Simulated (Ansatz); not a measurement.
The relaxed structure here is a generated cell of ZnO: the first start was made by placing the elements on the sites of a structure type, and the end was not matched to a known phase here, so it may be hypothetical. Known forms of ZnO include space group No. 186.

A relaxed structure of ZnO. Space group Pmma (No. 51). Method: PBE (plane waves to 420 eV, PAW, scalar-relativistic; Ansatz, a program for electronic structure).

```cif
data_O2Zn2
_chemical_formula_sum 'Zn2 O2'
_space_group_name_H-M_alt 'P 1'
_space_group_IT_number 1
_cell_length_a 5.72891
_cell_length_b 4.89773
_cell_length_c 2.92203
_cell_angle_alpha 90.000
_cell_angle_beta 90.000
_cell_angle_gamma 90.000
loop_
_space_group_symop_operation_xyz
  'x, y, z'
loop_
_atom_site_label
_atom_site_type_symbol
_atom_site_fract_x
_atom_site_fract_y
_atom_site_fract_z
_atom_site_occupancy
Zn1 Zn 0.00000 0.00000 0.50000 1
Zn2 Zn 0.50000 0.00000 0.50000 1
O1 O 0.75000 0.00000 0.08465 1
O2 O 0.25000 0.00000 0.91535 1
```

Q: What band gap does PBE give?

A: 1.12 eV, indirect (valence top at Y, conduction bottom at Γ) (no spin-orbit coupling).

Q: Predict the smallest direct gap from PBE.

A: 1.25 eV at Γ.

No spin polarisation in the result.

The run could not lose the symmetry of its start: the end is stationary, and may be a saddle point rather than a minimum.

It was reached from a disturbed copy of a P4/mmm (No. 123) cell, against which it lies -0.012 eV/atom.
